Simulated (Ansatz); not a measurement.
An input for the plane-wave PAW code Ansatz:

```yaml
crystal:
  lattice:
    - [0.0, 2.8752180918, 2.8752180918]
    - [2.8752180918, 0.0, 2.8752180918]
    - [2.8752180918, 2.8752180918, 0.0]
  atoms:
    - { symbol: La, position: [0.0, 0.0, 0.0] }
    - { symbol: C, position: [0.25, 0.25, 0.25] }
basis:
  ecutwfc: 420
  ecutrho_ratio: 4
kpoints:
  mp_grid: { grid: [10, 10, 10] }
hamiltonian:
  xc: pbesol
scf:
  occupations: { method: gaussian, width: 0.05 }
output:
  forces: true
  stress: true
  eigenvalues: true
```

Launched as:
```sh
ansatz run input.yaml --threads 4 --pin off --max-ram 8192MiB --backend cpu --events-out ev --progress --plain --runs-dir out
```

The start was a prototype's sites filled with these elements, not a measured cell.

**Question.** What will the run give?

**Answer.** Pressure -1.8 GPa, gap on the mesh zero (metallic) (PBEsol, scalar-relativistic).

Output, machine lines left out:

```
Pseudopotentials: kind: paw
Pseudopotential: La, paw, valence charge 11, recommended cutoff 420 eV (normal), La.paw.azcp
Pseudopotential: C, paw, valence charge 4, recommended cutoff 420 eV (normal), C.paw.azcp
Crystal: 2 atoms, lattice volume = 47.538 Å³
Basis set: ecut = 420 eV, 941 PW (Γ), exchange–correlation on 60×60×60 points (8 copies of the dense FFT grid, shifted against one another)
Bands: 12, of which v1, the nominal top of the filled ones, is band 8 counted from 1 (7 counted from 0)
Symmetry: 24 space group operations
Space group: F-43m (ITA 216), of the structure as read, at distance tolerance 3.6e-5 Å
k-points: 47 of 1000 (time reversal used)
Initial density: superposition of atomic densities (neutral atoms: chi_scale 0, normalization atom), corrected by the library's trained network
Initial wavefunctions: pseudopotential atomic-orbital guess
Functional: x = pbesol(κ = 0.804, μ = 0.12346), c = pbesol(β = 0.046)
```

SCF trace (energy estimate counted from the last row):
```tsv
iteration	ΔE (eV)	density residual (eV)
1	-0.016	6.77e-2
2	-4.1e-04	2.76e-3
3	2.9e-05	5.20e-4
4	6.0e-06	3.95e-5
5	1.0e-06	4.48e-6
6	0.000	2.38e-7
7	0.000	1.44e-8
```

```
SCF 1 converged in 7 iterations: F = -6406.762946 eV  dr2 = 1.44e-8
SCF converged after 7 iterations
Free energy (F): -6406.762946 eV
E sigma→0 (E₀):  -6406.760668 eV
Entropy (-TS):   -0.004556 eV (-2.278 meV/atom)
Fermi energy:    8.358428 eV
--- Per-component energies (eV) ---
  E_band       = -46.171215
  E_kinetic    = 276.539032
  E_local      = -478.741377  (includes V_loc(G=0)·N_el)
  E_nonlocal   = 124.563628
  E_hartree    = 153.372990
  E_xc         = -184.858518
  E_vxc        = -204.966936  (∫ρ·V_xc dr)
  E_paw        = -5423.023168  (= ΣΔE_a)
  E_vpaw       = -70.309684  (= ΣTr[D̂ρ^β])
  E_aug_tail   = 0.000005  (compensation charges beyond the density's cutoff)
  E_ewald      = -874.801592
  E_core_change = 0.190610  (= ΣΔE_core)
  E_smearing   = -0.004556  (= −TS)
--- Forces (eV/Å), atoms counted from 1 ---
  atom   1  La     0.00000000     0.00000000     0.00000000
  atom   2  C      0.00000000     0.00000000     0.00000000
--- Stress (GPa, compression-positive) ---
       -1.750665       0.000000       0.000000
        0.000000      -1.750665       0.000000
        0.000000       0.000000      -1.750665
  P = ⅓ Tr σ = -1.7507 GPa (-17.507 kbar)
```

Cost: 0.96 s on 4 threads of Arm Neoverse V1, with other jobs on the host, peak memory 0.35 GiB.

Absolute energies hang on the potentials; compare differences alone.

These numbers lack spin–orbit coupling. The cell is a metal with an odd number of electrons, and spin polarisation wasn't tried.
